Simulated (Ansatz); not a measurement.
VO$_{2}$:
```xyz
12
Lattice="9.2607 0.0000 0.0000 0.0000 2.8106 0.0000 0.0000 0.0000 4.8015" Properties=species:S:1:pos:R:3 pbc="T T T"
V      5.8995     0.7026     1.9960
V      3.3612     2.1079     2.8055
V      7.9916     2.1079     4.3968
V      1.2691     0.7026     0.4047
O      4.8339     2.1079     1.3788
O      4.4268     0.7026     3.4227
O      9.0571     0.7026     3.7796
O      0.2036     2.1079     1.0220
O      2.1435     2.1079     4.1787
O      7.1172     0.7026     0.6228
O      2.4868     0.7026     1.7779
O      6.7739     2.1079     3.0236
```
The run is spin-polarised; directions of the spins, atom by atom: ↑ ↑ ↑ ↑ 0 0 0 0 0 0 0 0.

Relaxed with PBEsol.

Q: Map the valence electron density (e/Å³), cut off at 3 on the plane through (0.637, 0.250, 0.416) spanned by u = [1, 0, 0] and v = [0, 0, 1] in lattice vectors, from PBEsol in the plane-wave PAW code Ansatz.

A: x is the fraction of u, y of v (the angle between them is 90°; rows are the nearest grid lines); atoms in the plane: V at (0.00, 0.00), V at (0.50, 0.67), O at (0.84, 0.30), O at (0.34, 0.37), O at (0.13, 0.71), O at (0.63, 0.95).
```
y \ x   0.000  0.100  0.175  0.275  0.375  0.450  0.550  0.625  0.725  0.825  0.900   1.00
------  -----  -----  -----  -----  -----  -----  -----  -----  -----  -----  -----  -----
1.00     3.00  0.446  0.071  0.016  0.033  0.045  0.768   3.00  0.525  0.117  0.445   3.00
0.917    3.00  0.563  0.234  0.027  0.068  0.106  0.950   3.00  0.479  0.086  0.323   3.00
0.833   0.986   1.78   1.12  0.055  0.129  0.453  0.858   2.17  0.215  0.063  0.171  0.986
0.750   0.211   3.00   3.00  0.094  0.176   3.00   3.00  0.436  0.069  0.036  0.080  0.211
0.708   0.161   3.00   3.00  0.112  0.189   3.00   3.00  0.256  0.040  0.026  0.051  0.161
0.625   0.086   2.77   2.10  0.165  0.239   3.00   3.00  0.153  0.022  0.025  0.029  0.086
0.542   0.040  0.505  0.523  0.389  0.639   1.30   1.26  0.131  0.033  0.104  0.063  0.040
0.458   0.031  0.119  0.185   1.11   2.81  0.371  0.216  0.115  0.081  0.694  0.309  0.031
0.375   0.050  0.071  0.111   1.88   3.00  0.310  0.095  0.090  0.191   3.00   1.33  0.050
0.292   0.099  0.099  0.081   1.03   3.00  0.184  0.050  0.080  0.300   3.00   2.47  0.099
0.250   0.146  0.123  0.072  0.557   1.31  0.119  0.046  0.099  0.314   3.00   2.07  0.146
0.167   0.947  0.179  0.058  0.124  0.204  0.042  0.088  0.304  0.282   1.57  0.811  0.947
0.0833   3.00  0.296  0.051  0.029  0.041  0.027  0.295   1.73  0.340  0.315  0.418   3.00
0.000    3.00  0.446  0.071  0.016  0.033  0.045  0.768   3.00  0.525  0.117  0.445   3.00
```

The density is the valence pseudo-density with augmentation charge, so density and ELF within about 1 Å of a nucleus are not all-electron values.

Space group Pnma. The first step of the workflow began from a Materials Project structure, measured or hypothetical; the Crystallography Open Database copy checked does not list it. COD files the formula under space group No. 10, 12, 14, 136. Its standing as an ambient phase is unchecked. The PBEsol relaxation kept the symmetry of its start; whether a distortion lowers the energy is not shown. The final state is ferromagnetic, chosen from 4 collinear starts compared on coarse meshes (ties went to the first, and starts can fall back to one state), not a proven ground state. No Hubbard U is applied.

Potentials: the later of the program's two PAW sets.
